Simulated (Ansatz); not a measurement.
Input:

RhPb:
```
CELL_PARAMETERS angstrom
      3.32317     0.00000     0.00000
      0.00000     3.32317     0.00000
      0.00000     0.00000     3.32317
ATOMIC_POSITIONS crystal
  Pb 0.00000 0.00000 0.00000
  Rh 0.50000 0.50000 0.50000
```

This is the PBEsol-relaxed structure.

Q: All from PBEsol (plane waves, PAW; program Ansatz), unless another level is named. Predict the bulk modulus (Birch–Murnaghan fit).

A: 136 GPa.

Q: What about the highest zone-centre frequency?

A: 118 cm⁻¹.

Space group Pm-3m (CsCl type). A made-up cell: these elements were put on the sites of a structure type; neither database checked (COD, Materials Project) lists it. COD files the formula under space group No. 191. Whether it is the stable phase at ambient conditions was not checked. The PBEsol relaxation kept the symmetry of its start; whether a distortion lowers the energy is not shown. No spin polarisation was allowed. As this level gives no gap, phonon frequencies hold no LO–TO term and depend on the k-mesh and smearing (Fermi–Dirac, 0.1 eV here). Spin–orbit coupling is left out wherever it is not named.

Potentials: the earlier of the program's two PAW sets. The files were generated under PBE; for other functionals the program regenerates the frozen cores, and for LDA and PBEsol the local potential too.
